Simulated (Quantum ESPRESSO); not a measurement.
# One change at a time to RuSc3Sn2W2

These are calculations, not measurements. They come from Quantum ESPRESSO 7.5, a public plane-wave density functional program. Each row is one single-point run on a made-up periodic cell of eight metal atoms, with elements, volume, strain and displacements drawn at random and not relaxed, so a cell may be unstable or far from any real phase. There is no spin polarisation or spin-orbit coupling.

Settings: PBE unless stated; PseudoDojo standard norm-conserving files; Fermi-Dirac width 0.25 eV, which means electrons at about 2900 K; cutoff 1143 eV; 6 x 6 x 3 k mesh shifted half a step off Gamma. E is the free energy of the whole cell (internal energy minus TS), so a -TS column is already part of it. Stress is positive in tension, and the pressure P is minus a third of its trace.

Checks: one run of this series was repeated at a higher cutoff and on a denser mesh, which moved values by no more than 0.004 eV, 0.02 GPa and 0.004 eV/Å, and a second program with other atomic files agreed on it to 2 % rms in force and 0.5 GPa in pressure. Known limits: the tin pseudopotential is less sure than most, with forces differing by about three percent from a second method on plain tin; heavy elements are run without spin-orbit coupling, which real alloys of them have; a spin test at this wide smearing found no moment, but such smearing suppresses magnetism that the real alloy may have.

The lattice is face-centred cubic, and the cell vectors in Å are (0.034, 0.003, -4.290); (-4.171, -0.041, 0.034); (2.150, 8.438, 2.123), a volume of 150.61 Å³ in run 1. The elements on sites 1 to 8 are Sc Sn W Ru Sc Sc W Sn. Each later run makes one change to run 1 and keeps the rest. E is counted from run 1, and is n/a where other atomic files have another zero of energy.

| run | change | V (Å³) | P (GPa) | -TS (eV) | rms force (eV/Å) | largest change of a force component (eV/Å) | E (eV) |
|---|---|---|---|---|---|---|---|
| 1 | none | 150.61 | 1.74 | -1.850 | 0.816 | 0.000 | 0.000 |
| 2 | sites 5 and 8 exchanged | 150.61 | 2.39 | -1.706 | 1.001 | 1.025 | -0.210 |
| 3 | all lengths scaled by +1.46 % | 157.30 | -3.52 | -1.917 | 0.795 | 0.179 | ? |
| 4 | PBEsol in place of PBE | 150.61 | -3.29 | -1.853 | 0.829 | 0.154 | n/a |
| 5 | Ga on site 4 | 150.61 | 4.96 | -1.523 | 0.757 | 0.760 | n/a |
| 6 | site 7 moved by +0.15 Å along y | 150.61 | 2.25 | -1.845 | 0.853 | 1.183 | -0.043 |

## Worked estimate

Along a uniform scaling dE = -P dV. The mean of the two pressures is -0.890 GPa and the volume changes by 6.69 Å³, with 160.2 GPa to one eV/Å³. The same two rows give -V dP/dV = 121 GPa for this cell with clamped atoms, which is not the bulk modulus of a real alloy.

## Withheld value

Question: what E should run 3 give?

The estimate is 0.037 eV. The calculation gave 0.041 eV. The mean of two end points misses the curvature of P, and the finite cutoff adds a little.
